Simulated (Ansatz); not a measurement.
One crystal and one scan (frozen-phonon scan) at two levels, r2SCAN (plane waves to 500 eV, PAW, scalar-relativistic; Ansatz, a first-principles code) and PBE (plane waves to 420 eV, PAW, scalar-relativistic; Ansatz), each from its own relaxed cell and on its own mesh. The cell shown is that of r2SCAN.

Starting cell, HfC (rock salt):

```
HfC
1.0
    0.00000     4.64070     4.64070
    2.32035     2.32035     4.64070
    2.32035     2.32035     0.00000
C Hf
2 2
Cartesian
  0.00000   0.00000   0.00000
  2.32035   4.64070   2.32035
  2.32035   2.32035   2.32035
  2.32035   4.64070   4.64070
```

The atoms are displaced by Q × the pattern below (from a DFPT mode at X = (0.5, 0.5, 0.0), largest move 1; Q in Å), at fixed cell. It is one choice among 2 degenerate patterns. (q is in reciprocal vectors of the primitive cell; the cell shown is doubled to hold the pattern.)

```tsv
atom	x	y	z
C1	0.000	-0.027	0.000
C2	0.000	0.027	0.000
Hf3	0.000	1.000	0.000
Hf4	0.000	-1.000	0.000
```

HfC is run without spin polarisation. HfC was relaxed with its symmetry unable to fall. Spin-orbit coupling is left out, though Hf is heavy. With partly filled bands, energies and forces of such displacements shift with the k mesh and the smearing. Percentages come from the unrounded values. Both scans cover Q from -0.280 to 0.280 Å.

Results of r2SCAN:

```
Item                                                                                                                                               Value
----------------------------------------------------------------------------------------  --------------------------------------------------------------
Lattice constant a (Å)                                                                                                                             4.641
Energy at Q = 0.280 Å (meV/cell)                                                                                                                    1352
Harmonic wavenumber from the curvature (finite differences) (cm⁻¹ (negative: imaginary))                                                             150
Space group of the distorted cell                                                                                      Cmcm (No. 63), lowered from Fm-3m
Symmetry of the curve                                                                                                      even: the same for both signs
Shape of the curve                                                                        a single well with its minimum at or next to zero displacement
```

Task: What does PBE give for the same quantities?

Result: 
```
quantity                                                                                    PBE     r2SCAN − PBE
----------------------------------------------------------------------------------------  -----  ---------------
Lattice constant a (Å)                                                                    4.652  -0.011 (-0.2 %)
Energy at Q = 0.280 Å (meV/cell)                                                           1275     +77 (+6.0 %)
Harmonic wavenumber from the curvature (finite differences) (cm⁻¹ (negative: imaginary))    148        +2 (+1 %)
```

r2SCAN gives the higher value for: energy at Q = 0.280 Å. r2SCAN gives the lower value for: lattice constant a. They agree on: harmonic wavenumber from the curvature (within 1.5 %). Both give the same space group of the distorted cell: Cmcm (No. 63), lowered from Fm-3m.

(A displaced cell: forces are minus the slopes of the energy, force constants its curvatures, and phonons follow from these.)
